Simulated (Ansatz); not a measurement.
CuAu:
```xyz
16
Lattice="7.8248 0.0000 0.0000 0.0000 3.8119 0.0000 -0.0337 0.0000 7.8457" Properties=species:S:1:pos:R:3 pbc="T T T"
Cu    -0.0066     0.0000     7.7661
Au     6.0082     1.9060     7.7218
Cu     0.0436     1.9060     1.9715
Au     6.0415     0.0000     1.9719
Au     3.8488     0.0000     7.8378
Au     1.7855     1.9060     0.0054
Au     3.8346     1.9060     2.0742
Cu     1.8152     0.0000     1.9868
Cu     0.0036     0.0000     3.9954
Au     5.9774     1.9060     4.0210
Cu     0.0179     1.9060     5.8654
Cu     5.9559     0.0000     5.8603
Cu     3.8598     0.0000     3.9397
Au     1.7903     1.9060     3.9305
Au     3.8478     1.9060     5.7928
Cu     1.8223     0.0000     5.8707
```

Relaxed with r²SCAN. Special points in fractions of this cell's reciprocal vectors: Γ (0.000, 0.000, 0.000); Z (0.000, 0.500, 0.000); D (0.000, 0.500, 0.500); B (0.000, 0.000, 0.500); A (-0.500, 0.000, 0.500); E (-0.500, 0.500, 0.500); C2 (-0.500, 0.500, 0.000); Y2 (-0.500, 0.000, 0.000).

**Question.** List the band energies nearest the Fermi level at these points for r²SCAN in the plane-wave PAW code Ansatz.

**Answer.** In eV from the Fermi level; about four levels below and three above (degenerate sets whole), none deeper than 8.9 eV; points with the same levels are listed once.

```tsv
k	below	above
Γ	-0.73 -0.64 -0.47 -0.13	1.08 1.25 1.57
Z	-0.46 -0.40 -0.39 -0.33	0.12 0.15 2.69
D	-0.40 -0.34 -0.22 -0.15	1.95 2.37 2.66
B	-1.64 -1.57 -1.55 -1.51	1.74 2.01 2.28
A	-0.36 -0.17 -0.09 -0.04	0.06 0.13 0.24
E	-1.72 -1.71 -1.70 -1.68	2.05 2.15 2.16
C2	-0.30 -0.22 -0.15 -0.05	1.76 2.25 2.44
Y2	-1.59 -1.51 -1.47 -1.44	1.57 1.98 2.39
```

Space group Pm. The start of the workflow was typed in or built on a structure type; neither database checked (COD, Materials Project) lists it. It is not the phase usual at ambient conditions (space group No. 123). The cell was relaxed with r²SCAN under the symmetry of its start; its stability against distortions is not shown here. No spin polarisation was allowed. Scalar-relativistic: spin–orbit coupling is off unless named, which matters more the heavier the elements.

Potentials: the earlier of the program's two PAW sets. The files were generated under PBE; for other functionals the program regenerates the frozen cores, and for LDA and PBEsol the local potential too.
